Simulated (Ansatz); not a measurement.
# Data sheet: Re (DFT)

Re:
```
Re
1.0
    2.75138     0.00000     0.00000
   -1.37569     2.38276     0.00000
    0.00000     0.00000    17.76254
Re
8
Direct
  0.00000   0.00000   0.62501
  0.33333   0.66667   0.74966
  0.00000   0.00000   0.87491
  0.33333   0.66667   0.00000
  0.00000   0.00000   0.12509
  0.33333   0.66667   0.25034
  0.00000   0.00000   0.37499
  0.66667   0.33333   0.50000
```

Space group P-6m2 (No. 187); conventional cell a = b = 2.7514 Å, c = 17.7625 Å, α = β = 90.00°, γ = 120.00°.

Method: DFT-PBEsol in the program Ansatz with PAW potentials. Structure relaxed to zero pressure with the same functional. Other levels are named where they apply.

### Cell and energy

```yaml
volume_per_atom: 14.56 Å³
density: 21.24 g/cm³
```

### Electronic structure

```yaml
electronic_character: metallic (no gap)
Density of states at the Fermi level: 0.71 states/eV per atom (mean over ±0.08 eV)
Gap with spin–orbit coupling: none (metallic)
```

### Mechanics

```yaml
Bulk modulus (Birch–Murnaghan fit): 3910 kbar
Pressure derivative B′: 4.4
```

### Phonons

```yaml
highest_zone_centre_frequency: 179 cm⁻¹
zone_centre_stability: no imaginary mode at Γ
```

The start of the workflow was typed in or built on a structure type; neither database checked (COD, Materials Project) lists it. It is not the phase usual at ambient conditions (space group No. 194). The cell was relaxed with PBEsol under the symmetry of its start. No spin polarisation was allowed. As this level gives no gap, phonon frequencies hold no LO–TO term and depend on the k-mesh and smearing (Fermi–Dirac, 0.1 eV here). Axis ratios of metals converge slowly with the k-mesh, so a and c are less sure than the volume. Spin–orbit coupling is left out wherever it is not named.

Potentials: the earlier of the program's two PAW sets. The files were generated under PBE; for other functionals the program regenerates the frozen cores, and for LDA and PBEsol the local potential too.
